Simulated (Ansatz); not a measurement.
Relaxed PtS₂ (CdI2 type):

```
PtS2
1.0
    3.58366     0.00000     0.00000
   -1.79183     3.10354     0.00000
    0.00000     0.00000     4.65604
Pt S
1 2
Cartesian
  0.00000   0.00000   0.00000
  1.79183   1.03451   1.20608
  0.00000   2.06903   3.44996
```

In this cell atom 2 (S, nearest neighbour Pt at 2.395 Å; its periodic images, 3.6 Å or more away, move with it) is moved by s towards the nearest neighbour, unit vector (-0.748, -0.432, -0.504); all other atoms and the cell stay fixed.

The numbers are results of PBE-D3(BJ) (plane waves to 420 eV, PAW, scalar-relativistic; Ansatz, an electronic-structure program), not measurements. k mesh 12×12×8 (Γ-centred), Fermi-Dirac smearing 0.05 eV. Energies are smeared free energies. With partly filled bands, energies and forces of such displacements shift with the k mesh and the smearing. At this level the bands of PtS2 touch or barely overlap; measurements give the solid a gap. PtS2 is run without spin polarisation. PtS2 was relaxed with its symmetry unable to fall. Spin-orbit coupling is left out, though Pt is heavy. The PAW data are Ansatz's earlier set. The zero of ΔE is the undisplaced structure. The last digit holds for this mesh only.

```
s (Å)   ΔE (meV/cell)
------  -------------
-0.480          536.4
-0.384          404.5
-0.288          266.9
-0.192          137.2
-0.096           39.1
0.000             0.0
0.096            50.2
0.192           228.1
0.288        withheld
0.384          1194.5
0.480          2159.6
```

Problem. Fit a polynomial form (powers 2, 3, 4) to the given rows and predict ΔE at s = 0.288.

Solution. Least squares on the 10 given rows: ΔE = (4784)·s² + (7252)·s³ + (4599)·s⁴, in meV/cell with s in Å; root-mean-square residual 9.77 meV/cell. At 0.288 the fit gives 601.7 meV/cell; the calculation gives 585.2 meV/cell, so the interpolation is off by 16.5 (+2.8 %). The quadratic term alone would give 396.8 meV/cell.

(A displaced cell: forces are minus the slopes of the energy, force constants its curvatures, and phonons follow from these.)
